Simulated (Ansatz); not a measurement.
A plane-wave DFT run in Ansatz 0.2.0 (scalar-relativistic PAW potentials unless the input names others): input and command.

```yaml
crystal:
  lattice:
    - [0.0, 2.1543663978, 2.1543663978]
    - [2.1543663978, 0.0, 2.1543663978]
    - [2.1543663978, 2.1543663978, 0.0]
  atoms:
    - { symbol: Fe, position: [0.0, 0.0, 0.0], spin: 3.79 }
    - { symbol: O, position: [0.5, 0.5, 0.5], spin: 0.36 }
basis:
  ecutwfc: 420
kpoints:
  mp_grid: { grid: [16, 16, 16] }
hamiltonian:
  xc: pbe
scf:
  occupations: { method: gaussian, width: 0.1 }
  convergence: { dr2_threshold: 1.0e-16 }
  max_iter: 80
output:
  forces: true
  eigenvalues: true
  stress: true
magnetization:
  spin_polarized: true
```

```bash
ansatz run input.yaml --threads 2 --pin off --max-ram 5120MiB --backend cpu --events-out ev --progress --plain --runs-dir out
```

Abridged log:
```
Pseudopotentials: kind: paw
Pseudopotential: Fe, paw, valence charge 16, recommended cutoff 420 eV (normal)
Pseudopotential: O, paw, valence charge 6, recommended cutoff 420 eV (normal)
Functional definition: PBE
Crystal: 2 atoms, lattice volume = 19.998 Å³
Basis set: ecut = 420 eV, 387 PW (Γ), exchange–correlation on 48×48×48 points (8 copies of the dense FFT grid, shifted against one another)
Bands: 18, of which v1, the nominal top of the filled ones, is band 11 counted from 1 (10 counted from 0)
Symmetry: 48 space group operations
Space group: Fm-3m (ITA 225), of the structure as read, at distance tolerance 2.7e-5 Å
Magnetic group: BNS 225.116 (UNI 1618), of the structure as read, at distance tolerance 2.7e-5 Å
k-points: 145 of 4096
Initial density: superposition of atomic densities (chi_scale 0.1, normalization cell, long waves kept (reshape's long-wave potential 0.00 eV rms))
Starting moments: Σ|m| = 4.15 μB on 2 of 2 sites
Initial wavefunctions: pseudopotential atomic-orbital guess
Functional: x = pbe(κ = 0.804, μ = 0.21951497), c = pbe(β = 0.06672455)
SCF iter   1: F=—  HF=-5046.418584 eV  |F-HF|=—  |Δ(HF+E_count)|=         —  Δρ=9.87e-2 (↑8.84e-2 ↓9.87e-2) dr2=5.77e0  dr2_m=6.36e-2  M=3.563 μB ∫|m|=3.564 μB  β_m=0.30  ethr=3.10e-3  ⟨swp⟩=4.0  Hψ=20898  notcnv=0
Mixer restart at iter 1: flushing history
SCF iter   2: F=—  HF=-5045.995198 eV  |F-HF|=—  |Δ(HF+E_count)|=   4.23e-1  Δρ=4.32e-2 (↑4.32e-2 ↓3.70e-2) dr2=1.06e0  dr2_m=5.25e-2  M=3.837 μB ∫|m|=3.838 μB  β_m=0.38  ethr=3.10e-3  ⟨swp⟩=3.1  Hψ=12159  notcnv=0  defer=354
SCF iter   3: F=—  HF=-5046.388777 eV  |F-HF|=—  |Δ(HF+E_count)|=   3.94e-1  Δρ=2.53e-2 (↑2.19e-2 ↓2.53e-2) dr2=7.31e-2  dr2_m=6.46e-2  M=4.006 μB ∫|m|=4.010 μB  β_m=0.61  ethr=3.10e-3  ⟨swp⟩=2.1  Hψ=9063  notcnv=0  defer=375
SCF iter   4: F=—  HF=-5047.020843 eV  |F-HF|=—  |Δ(HF+E_count)|=   6.32e-1  Δρ=1.98e-2 (↑5.69e-3 ↓1.98e-2) dr2=6.17e-2  dr2_m=1.42e-2  M=4.005 μB ∫|m|=4.013 μB  β_m=0.64  ethr=3.32e-4  ⟨swp⟩=2.0  Hψ=11052  notcnv=0  defer=388
SCF iter   5: F=—  HF=-5047.096500 eV  |F-HF|=—  |Δ(HF+E_count)|=   7.57e-2  Δρ=7.36e-3 (↑6.72e-3 ↓7.36e-3) dr2=1.29e-2  dr2_m=6.52e-3  M=4.001 μB ∫|m|=4.011 μB  β_m=0.81  ethr=2.80e-4  ⟨swp⟩=2.4  Hψ=8613  notcnv=0  defer=388
SCF iter   6: F=—  HF=-5047.117431 eV  |F-HF|=—  |Δ(HF+E_count)|=   2.09e-2  Δρ=4.48e-3 (↑2.25e-3 ↓4.48e-3) dr2=7.34e-3  dr2_m=3.25e-4  M=4.000 μB ∫|m|=4.013 μB  β_m=0.82  ethr=5.85e-5  ⟨swp⟩=2.0  Hψ=10986  notcnv=0  defer=388
SCF iter   7: F=—  HF=-5047.120445 eV  |F-HF|=—  |Δ(HF+E_count)|=   3.01e-3  Δρ=1.39e-3 (↑6.53e-4 ↓1.39e-3) dr2=6.61e-4  dr2_m=4.15e-5  M=4.000 μB ∫|m|=4.012 μB  β_m=0.90  ethr=3.34e-5  ⟨swp⟩=2.5  Hψ=7173  notcnv=0  defer=387
SCF iter   8: F=—  HF=-5047.120727 eV  |F-HF|=—  |Δ(HF+E_count)|=   2.82e-4  Δρ=2.68e-4 (↑1.53e-4 ↓2.68e-4) dr2=2.76e-5  dr2_m=9.40e-7  M=4.000 μB ∫|m|=4.012 μB  β_m=0.93  ethr=3.01e-6  ⟨swp⟩=2.2  Hψ=6913  notcnv=0  defer=386
   ...
SCF iter  10: F=—  HF=-5047.120742 eV  |F-HF|=—  |Δ(HF+E_count)|=   1.35e-7  Δρ=8.30e-6 (↑6.10e-6 ↓8.30e-6) dr2=9.07e-9  dr2_m=7.79e-9  M=4.000 μB ∫|m|=4.012 μB  β_m=0.96  ethr=1.39e-9  ⟨swp⟩=2.0  Hψ=7161  notcnv=0  defer=385
SCF iter  11: F=—  HF=-5047.120742 eV  |F-HF|=—  |Δ(HF+E_count)|=   1.75e-9  Δρ=5.55e-7 (↑5.15e-7 ↓5.55e-7) dr2=2.36e-10  dr2_m=2.98e-12  M=4.000 μB ∫|m|=4.012 μB  β_m=0.98  ethr=4.12e-11  ⟨swp⟩=2.0  Hψ=7203  notcnv=0  defer=385
SCF iter  12: F=—  HF=-5047.120742 eV  |F-HF|=—  |Δ(HF+E_count)|=  1.45e-10  Δρ=1.39e-7 (↑1.07e-7 ↓1.39e-7) dr2=5.42e-12  dr2_m=1.41e-13  M=4.000 μB ∫|m|=4.012 μB  β_m=0.92  ethr=1.07e-12  ⟨swp⟩=2.0  Hψ=7357  notcnv=0  defer=385
SCF iter  13: F=—  HF=-5047.120742 eV  |F-HF|=—  |Δ(HF+E_count)|=    0.00e0  Δρ=3.68e-8 (↑1.54e-8 ↓3.68e-8) dr2=5.07e-13  dr2_m=2.97e-14  M=4.000 μB ∫|m|=4.012 μB  β_m=0.96  ethr=2.47e-14 (applied; sched 1.00e-12)  ⟨swp⟩=2.2  Hψ=7309  notcnv=0  defer=388
SCF iter  14: F=—  HF=-5047.120742 eV  |F-HF|=—  |Δ(HF+E_count)|=  9.09e-13  Δρ=6.15e-9 (↑4.57e-9 ↓6.15e-9) dr2=9.33e-15  dr2_m=1.80e-15  M=4.000 μB ∫|m|=4.012 μB  β_m=0.97  ethr=2.31e-15 (applied; sched 1.00e-12)  ⟨swp⟩=2.0  Hψ=7117  notcnv=0  defer=388
SCF iter  15: F=—  HF=-5047.120742 eV  |F-HF|=—  |Δ(HF+E_count)|=    0.00e0  Δρ=1.41e-9 (↑6.08e-10 ↓1.41e-9) dr2=2.61e-16  dr2_m=1.02e-16  M=4.000 μB ∫|m|=4.012 μB  β_m=0.93  ethr=4.24e-17 (applied; sched 1.00e-12)  ⟨swp⟩=2.0  Hψ=7254  notcnv=0  defer=388
SCF iter  16: F=—  HF=-5047.120742 eV  |F-HF|=—  |Δ(HF+E_count)|=  9.09e-13  Δρ=2.89e-10 (↑1.64e-10 ↓2.89e-10) dr2=9.66e-18  dr2_m=6.28e-18  M=4.000 μB ∫|m|=4.012 μB  β_m=0.93  ethr=1.19e-18 (applied; sched 1.00e-12)  ⟨swp⟩=2.0  Hψ=7130  notcnv=0  defer=388
SCF iter  17: F=-5047.120742 eV  HF=-5047.120742 eV  |F-HF|=1.82e-12  |Δ(HF+E_count)|=  1.82e-12  Δρ=4.66e-11 (↑3.24e-11 ↓4.66e-11) dr2=2.28e-19  dr2_m=2.35e-19  M=4.000 μB ∫|m|=4.012 μB  ethr=1.00e-12  ⟨swp⟩=5.8  Hψ=17544  notcnv=0
SCF 1 converged in 17 iterations: F = -5047.120742 eV  dr2 = 2.28e-19
SCF converged after 17 iterations
Magnetization: 4.0002 μB (13.0001 up, 8.9999 down)
Absolute magnetization: 4.0125 μB (∫|ρ↑−ρ↓|, with the PAW one-centre terms)
Spin contamination: 0.0110 ħ² per cell (⟨S²⟩ above its minimum at these occupations)
Per-site moments (μB) at R_I (Å): [(3.44876681, 0.88867613), (0.32123134, 0.88867613)]
Free energy (F): -5047.120742 eV
Harris-Foulkes:  -5047.120742 eV  (|F-HF|=1.82e-12)
Internal energy: -5047.113933 eV  (E = F + TS)
E sigma→0 (E₀):  -5047.117337 eV
Entropy (-TS):   -0.006809 eV (-3.405 meV/atom)
Fermi energy:    14.655754 eV
--- Forces (eV/Å), atoms counted from 1 ---
  atom   1  Fe     0.00000000     0.00000000     0.00000000
  atom   2  O      0.00000000     0.00000000     0.00000000
--- Stress (GPa, compression-positive) ---
        0.002957       0.000000       0.000000
        0.000000       0.002957       0.000000
        0.000000       0.000000       0.002957
  P = ⅓ Tr σ = 0.0030 GPa (0.030 kbar)
```

One setting here is needlessly strict: a threshold far tighter than needed (scf.convergence.dr2_threshold: not typed → 1e-16). It leaves the result as it was and can only cost iterations: the run converged in 17 SCF iterations with an energy at zero smearing within 0.01 meV/atom of the reference's, pressure 0.00 GPa, largest force 0.000 eV/Å, no gap on the mesh. A reference run on usual settings, whose relaxation ended at this geometry, converged, and the end of its own relaxation has pressure 0.00 GPa, largest force 0.000 eV/Å, no gap on the mesh.

The run took 6.5 s on 2 threads of Arm Neoverse V1 (shared host), peak memory 0.36 GiB.